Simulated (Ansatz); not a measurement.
## Relaxing an invented H6Rh structure

Computed with DFT PBE, scalar-relativistic, plane waves, PAW in Ansatz 0.2.0. Cutoff 420 eV, Gaussian smearing, Γ-centred meshes. Cell and atoms relax first on a coarse mesh and then on a finer one. In between, the cell is made exact in the group found at 0.06 Å. In metals the finer mesh still leaves noise of several meV/atom or more. The steps can't lower the symmetry of their start. No spin polarisation.

The cell of H6Rh is invented: random cell by space group and Wyckoff sites (F-43m, No. 216). Lengths were set from tabulated atomic sizes, so they are only a guess.

```yaml
crystal:
  lattice:
    - [0.00000, 3.07288, 3.07288]
    - [3.07288, 0.00000, 3.07288]
    - [3.07288, 3.07288, 0.00000]
  atoms:
    - { symbol: H, position: [0.18288, 0.18288, 0.18288] }
    - { symbol: H, position: [0.18288, 0.18288, 0.45135] }
    - { symbol: H, position: [0.18288, 0.45135, 0.18288] }
    - { symbol: H, position: [0.45135, 0.18288, 0.18288] }
    - { symbol: H, position: [0.75000, 0.75000, 0.75000] }
    - { symbol: H, position: [0.50000, 0.50000, 0.50000] }
    - { symbol: Rh, position: [0.00000, 0.00000, 0.00000] }
```

Formation energies are uncorrected and refer to the elements' standard structures at the same level (H₂ as a molecule).

Task: Which structure results?

Result: The symmetry stays F-43m (No. 216). The volume per atom shrinks by 17.9 %, from 8.3 to 6.8 Å³. The shortest distance goes from 1.17 Å (H–H) to 1.54 Å (H–H). The energy falls by about 0.36 eV/atom (the start's value is from the coarse mesh). The end is written in a standard setting, so origin, axes and order of atoms can differ from the start's. Conventional cell: a = 5.754 Å. Around H on a site of symmetry 3m lie 3 H at 1.54 Å, 1 Rh at 1.55 Å, 3 H at 2.35 Å and 6 H at 2.46–2.53 Å; H on a site of symmetry -43m is surrounded by 16 H at 2.46–2.49 Å and 4 Rh at 2.49 Å; around H on a second site of symmetry -43m lie 16 H at 2.35–2.49 Å (long contacts); Rh is surrounded by 4 H at 1.55 Å and 4 H at 2.49 Å.

```
CELL_PARAMETERS angstrom
0.00000 2.87706 2.87706
2.87706 0.00000 2.87706
2.87706 2.87706 0.00000
ATOMIC_POSITIONS crystal
H 0.53333 0.15556 0.15556
H 0.15556 0.53333 0.15556
H 0.15556 0.15556 0.53333
H 0.15556 0.15556 0.15556
H 0.75000 0.75000 0.75000
H 0.50000 0.50000 0.50000
Rh 0.00000 0.00000 0.00000
```

Task: How does it come out in energy, and is it a metal?

Result:

| Property | Result |
| --- | --- |
| Energy over the elements | +0.92 eV/atom |
| Gap on the 12×12×12 mesh of the 7-atom cell | 0 eV (a metal) |

A positive value: parting into the elements would lower its energy.

The last run used Gaussian smearing of 0.10 eV. The cell is a metal run without spin; a magnetic state may lie lower. With hydrogen, zero-point motion can shift formation energies by some tens of meV/atom. Symmetry constrained the relaxation, so the result can be a saddle point. In all, the 3 runs took 69 s on 1 thread of Arm Neoverse N1, with other jobs on the host.
